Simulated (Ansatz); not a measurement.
Given:

ZnAg:
Space group Pm-3m (No. 221); a = 3.0771 Å, b = 3.0771 Å, c = 3.0771 Å, α = 90.00°, β = 90.00°, γ = 90.00°

| atom | site | symmetry | x | y | z |
|---|---|---|---|---|---|
| Zn | 1b | m-3m | 0.5000 | 0.5000 | 0.5000 |
| Ag | 1a | m-3m | 0.0000 | 0.0000 | 0.0000 |

This is the LDA-relaxed structure.

**Question.** All from plane-wave PAW LDA (Ansatz code), unless another level is named. Give the bulk modulus (Birch–Murnaghan fit).

**Answer.** 1310 kbar.

**Question.** Predict the highest zone-centre frequency.

**Answer.** 168 cm^-1.

**Question.** Next, the elastic constants (relaxed ions, GPa)?

**Answer.** C11 = 141, C12 = 127, C44 = 72.0.

The first step of the workflow began from a Materials Project structure, measured or hypothetical; the Crystallography Open Database files this formula in space group No. 221, but the cells were not matched. Its standing as an ambient phase is unchecked. Symmetry was held in the LDA relaxation; of distortions, only those at the zone centre were tested. The run is not spin-polarised. As this level gives no gap, shear constants depend on the k-mesh and smearing (Fermi–Dirac, 0.1 eV here). As this level gives no gap, phonon frequencies hold no LO–TO term and depend on the k-mesh and smearing (Fermi–Dirac, 0.1 eV here).

Potentials: the later of the program's two PAW sets.
